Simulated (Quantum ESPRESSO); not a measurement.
**Kohn-Sham bands of CsPbCl3 (cubic perovskite)**

```xyz
5
Lattice="5.6798 0.0000 0.0000 0.0000 5.6798 0.0000 0.0000 0.0000 5.6798" Properties=species:S:1:pos:R:3 pbc="T T T"
Cs     0.0000     0.0000     0.0000
Pb     2.8399     2.8399     2.8399
Cl     0.0000     2.8399     2.8399
Cl     2.8399     0.0000     2.8399
Cl     2.8399     2.8399     0.0000
```

Materials Project entry mp-23037; symmetrised, unrelaxed at this level. COD (Crystallography Open Database) records the formula in this space group. Ideal cubic forms of this type are often high-temperature phases that distort on cooling; symmetry holds the cell here, and its stability was not tested. Method: PBEsol plane waves in Quantum ESPRESSO 7.5 (PseudoDojo norm-conserving files, 50 Ry, no spin polarisation, no spin-orbit coupling), Bloch states on a 6×6×6 mesh through Γ, Wannier90 4.0.1. Density: 6×6×6 mesh, cold smearing 0.01 Ry. Spin-orbit coupling is left out although heavy elements are present.

Energies are relative to the valence-band maximum; weights are on the orthonormalised atomic waves of the pseudopotential files, averaged over the group. 44 electrons a cell are treated as valence.

| bands | from (eV) | to (eV) | filling | weight on atomic waves |
|---|---|---|---|---|
| 1 | -21.14 | -21.14 | filled | [?] |
| 2–6 | -16.56 | -16.36 | filled | [?] |
| 7–9 | -14.76 | -13.98 | filled | [?] |
| 10–13 | -8.77 | -6.59 | filled | [?] |
| 14–22 | -4.32 | 0.00 | filled | [?] |

Which atomic shells make up each group?


- 1, weight on atomic waves: Cs 5s 100 %
- 2–6, weight on atomic waves: Pb 5d 98 %
- 7–9, weight on atomic waves: Cl 3s 89 %, Pb 6p 5 %
- 10–13, weight on atomic waves: Cs 5p 74 %, Pb 6s 18 %, Cl 3p 6 %
- 14–22, weight on atomic waves: Cl 3p 89 %, Pb 6p 6 %

The Kohn-Sham gap over both meshes and the path is 1.97 eV.
